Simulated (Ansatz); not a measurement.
**K2Se2O7: ¹⁷O NMR of the central transition**

Cell: a computed structure from the Materials Project (it need not be an observed phase).

Space group C2/c (No. 15); a = 12.8292, b = 7.5414, c = 7.4904 Å, β = 93.41°.

| site | Wyckoff | site symmetry | x | y | z |
| --- | --- | --- | --- | --- | --- |
| K | 8f | 1 | 0.6463 | 0.1473 | 0.3648 |
| Se | 8f | 1 | 0.6060 | 0.6792 | 0.3711 |
| O9 | 8f | 1 | 0.5547 | 0.7995 | 0.5239 |
| O13 | 8f | 1 | 0.6618 | 0.8029 | 0.2260 |
| O17 | 8f | 1 | 0.1755 | 0.0115 | 0.4432 |
| O21 | 4e | 2 | 0.5000 | 0.5648 | 0.2500 |

One atom of each set is listed; the run and its k-mesh use a cell of 22 atoms with edges of 7.44, 7.44, 7.49 Å.

The numbers come from a DFT calculation in Ansatz (PBE, plane waves and PAW, scalar-relativistic, 420 eV cutoff, Γ-centred 4×4×3 k-points, Fermi–Dirac smearing 0.02 eV).

¹⁷O has I = 5/2 and Q = -25.58 mb (Pyykkö 2018); at 18.8 T its Larmor frequency is ν₀ = 108.6 MHz. Only the quadrupole interaction is simulated: positions count from each site's isotropic chemical shift, and J coupling is left out, as are shift anisotropy and dipolar coupling, which fast spinning averages.

Question: Simulate the second-order pattern (fast magic-angle spinning, Gaussian broadening 0.7 kHz) of site O17 (1 Se at 1.62 Å; also 2 K at 2.83–2.89 Å).

Answer: The calculation gives C_Q = -11.0 MHz and η = 0.18, so ν_Q = 1.65 MHz and the centre of gravity lies at -62.1 ppm (-6.75 kHz).

offset (kHz), height and a bar:
```
   -17.57          0 
   -17.13          1 
   -16.70          4 #
   -16.26          7 ##
   -15.83          7 ##
   -15.39          7 ##
   -14.96          7 ##
   -14.52          8 ##
   -14.09          8 ##
   -13.66          8 ##
   -13.22          8 ##
   -12.79          8 ##
   -12.35          9 ###
   -11.92         10 ###
   -11.48         21 ######
   -11.05         42 #############
   -10.61         57 #################
   -10.18         76 #######################
    -9.74         87 ##########################
    -9.31         74 ######################
    -8.88         62 ###################
    -8.44         57 #################
    -8.01         54 ################
    -7.57         52 ################
    -7.14         52 ###############
    -6.70         52 ###############
    -6.27         52 ################
    -5.83         53 ################
    -5.40         56 #################
    -4.96         59 ##################
    -4.53         64 ###################
    -4.10         73 ######################
    -3.66         91 ###########################
    -3.23        100 ##############################
    -2.79         84 #########################
    -2.36         69 #####################
    -1.92         53 ################
    -1.49         22 #######
    -1.05          3 #
    -0.62          0
```

At O17 V_zz points along its bond to Se (within 2°).

The largest force is 0.5 eV/Å, so the atoms aren't at the calculated equilibrium and relaxing them would move these values.

The run took 41 s of wall time (81 s of CPU time) and 1 GiB at its peak, on 2 threads of Arm Neoverse V1 (aarch64; 8 cores open to the job, memory cap 5.0 GiB, no GPU), a shared host with a load of 0.6 a core.
